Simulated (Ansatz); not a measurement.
Data:

Relaxed Y (hcp, Mg type):

```
Y
1.0
    7.36525     0.00000     0.00000
   -1.84131     3.18925     0.00000
    0.00000     0.00000     5.69845
Y
4
Cartesian
  0.00000   2.12616   4.27383
  3.68262   2.12616   4.27383
  1.84131   1.06308   1.42461
  5.52394   1.06308   1.42461
```

Scan: atom 2 (Y, nearest neighbour Y at 3.555 Å; its periodic images, 3.7 Å or more away, move with it) is displaced along Cartesian [110], direction (0.707, 0.707, 0.000) in Cartesian axes, by s. The other atoms stay.

Computed with r2SCAN (plane waves to 500 eV, PAW, scalar-relativistic; Ansatz, an electronic-structure program). k mesh 6×12×7 (Γ-centred), Fermi-Dirac smearing 0.05 eV. Energies are smeared free energies. With partly filled bands, energies and forces of such displacements shift with the k mesh and the smearing. The PAW data are Ansatz's earlier set. Y is run without spin polarisation. Y was relaxed with its symmetry unable to fall. ΔE is measured from the undisplaced structure.

The scan covers s from -0.360 to 0.360 Å in 11 points.

Question: Is the energy the same for displacements of ±0.360 Å, and if not, which side lies higher?

Answer: Not even: the negative side lies higher at ±0.360 Å. With its periodic images moving along, the atom's site symmetry in this cell is mm2.

Question: What is the force constant k = d²E/ds² of this move at s = 0?

Answer: 3.56 eV/Å².

(A displaced cell: forces are minus the slopes of the energy, force constants its curvatures, and phonons follow from these.)
